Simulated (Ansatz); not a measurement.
CdTe (zinc blende, F-43m), DFT-r²SCAN in the program Ansatz with PAW potentials. The conduction-band minimum lies at Γ, with 1 equivalent valley. Second derivatives d²E/dk² of the lowest band at one valley (eV·Å²), along Cartesian directions:

```
direction  d²E/dk²
---------  -------
[100]        85.03
[010]        85.03
[001]        85.03
[110]        84.92
[101]        84.92
[011]        84.92
```

Question: Find the principal effective masses, the density-of-states mass and the conductivity mass.

Answer: Off-diagonal terms follow from H_xy = H[110] − (H_xx + H_yy)/2, and m*/mₑ = 7.620 eV·Å² over each eigenvalue: 0.089, 0.089, 0.090. One valley's DOS mass (m₁m₂m₃)^(1/3) = 0.090, conductivity mass 3/(Σ 1/mᵢ) = 0.090 mₑ.

Question: What effective density of states Nc follows at 300 K for parabolic valleys?

Answer: Nc = 2.509e19 × 1 × (0.090)^(3/2) ≈ 6.8e17 cm⁻³.

Symmetry was held in the r²SCAN relaxation; of distortions, only those at the zone centre were tested. Spin–orbit coupling is left out wherever it is not named.

Potentials: the earlier of the program's two PAW sets.

Edges and masses are those of Kohn–Sham bands, whose gap is no quasiparticle gap.
